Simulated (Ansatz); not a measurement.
Si4P4Ru in space group P1 (No. 1; Pearson symbol aP9), r²SCAN in the plane-wave PAW code Ansatz, all energies at zero smearing, with the estimated change up to a 700 eV cutoff added, with one set of potentials and settings (totals compare only within such a set). Cell of 9 atoms (4 Si, 4 P, 1 Ru): -11487.324 eV.

```tsv
element	reference phase	E (eV/atom)
Si	Fd-3m, 2 atoms in the cell	-639.0667
P	Cmce, 4 atoms in the cell	-759.1646
Ru	P6_3/mmc, 2 atoms in the cell	-5890.7039
```

Formation energy per atom, worked out: (-11487.324 − 4×(-639.0667) − 4×(-759.1646) − 1×(-5890.7039))/9 = -0.411 eV/atom (-40 kJ per mol of atoms), at 0 K, without zero-point energy or fitted corrections.

The workflow started from a Materials Project entry (that database holds measured and hypothetical structures alike); the Crystallography Open Database copy checked does not list it. With Si and P taken as one species the cell has the higher symmetry P-1, so it may be an ordered model of a mixed-site phase. Its standing as an ambient phase is unchecked. The cell was relaxed with r²SCAN under the symmetry of its start; its stability against distortions is not shown here. The run is not spin-polarised. The references are the lowest solids computed at this level, not always the standard phases.

Potentials: the later of the program's two PAW sets.
